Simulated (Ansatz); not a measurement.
The relaxed structure here is a generated cell of BeRh: the first start was made by placing the elements on the sites of a structure type, and the end was not matched to a known phase here, so it may be hypothetical.

The end point of a relaxation of BeRh. Space group R-3m (No. 166), AFLOW prototype AB_hR2_166_a_b (L1_1, as in CuPt). The numbers are results of PBEsol (plane waves to 420 eV, PAW, scalar-relativistic; Ansatz, a quantum-chemistry and plane-wave program), not measurements.

```cif
data_Be3Rh3
_chemical_formula_sum 'Be3 Rh3'
_space_group_name_H-M_alt 'R-3m :H'
_space_group_IT_number 166
_space_group_name_Hall '-R 3 2"'
_cell_length_a 2.71061
_cell_length_b 2.71061
_cell_length_c 10.41075
_cell_angle_alpha 90.000
_cell_angle_beta 90.000
_cell_angle_gamma 120.000
loop_
_atom_site_label
_atom_site_type_symbol
_atom_site_symmetry_multiplicity
_atom_site_Wyckoff_symbol
_atom_site_fract_x
_atom_site_fract_y
_atom_site_fract_z
_atom_site_occupancy
Be1 Be 3 a 0.00000 0.00000 0.00000 1
Rh1 Rh 3 b 0.00000 0.00000 0.50000 1
```
(The calculation used a cell of 2 atoms; values per cell refer to that cell.)

| Item | Result |
|---|---|
| Volume per atom | 11.04 Å³ |
| Band gap | zero (metallic) |
| Shortest distances | Be–Rh 2.34 Å; Be–Be 2.71 Å; Rh–Rh 2.71 Å |
| k-mesh | 20×20×20 |

No spin polarisation in the result.

The run could not lose the symmetry of its start; a randomly shaken copy of 4 atoms returns to this structure.
